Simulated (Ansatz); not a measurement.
The relaxed structure here is a generated cell of HfN: the first start was made by placing the elements on the sites of a structure type, and the end was not matched to a known phase here, so it may be hypothetical. Known forms of HfN include space group No. 225.

The end point of a relaxation of HfN. These are PBE (plane waves to 420 eV, PAW, scalar-relativistic; Ansatz, a first-principles code) values and carry that method's errors.

```xyz
4
Lattice="-2.0236 2.0236 4.6408 2.0236 -2.0236 4.6408 2.0236 2.0236 -4.6408" Properties=species:S:1:pos:R:3 pbc="T T T"
Hf     0.0000     0.0000     6.2846
Hf     0.0000     0.0000     2.9969
N      2.0236     0.0000     2.3204
N      0.0000     2.0236     2.3204
```

### Question
Find the space group and the Wyckoff positions (tolerance 0.01 Å).

### Answer
Space group I4/mmm (No. 139); a = b = 4.0472 Å, c = 9.2816 Å, α = β = γ = 90.00°

```json
[
 {"atom": "Hf", "site": "4e", "symmetry": "4mm", "x": "0.0000", "y": "0.0000", "z": "0.3229"},
 {"atom": "N", "site": "4d", "symmetry": "-4m2", "x": "0.0000", "y": "0.5000", "z": "0.2500"}
]
```

### Question
Give the shortest distances between elements (the closest pairs, up to four, under 3.6 Å).

### Answer
Hf–N 2.13 Å; N–N 2.86 Å; Hf–Hf 3.17 Å.

The volume per atom is 19.00 Å³. The density is 8.41 g/cm³ and the band gap is no gap on the sampled points, where the bands overlap only slightly; such a result is sensitive to mesh and level.

No spin polarisation in the result.

It was reached from a disturbed copy of a Cmcm (No. 63) cell, against which it lies -0.07 eV/atom.
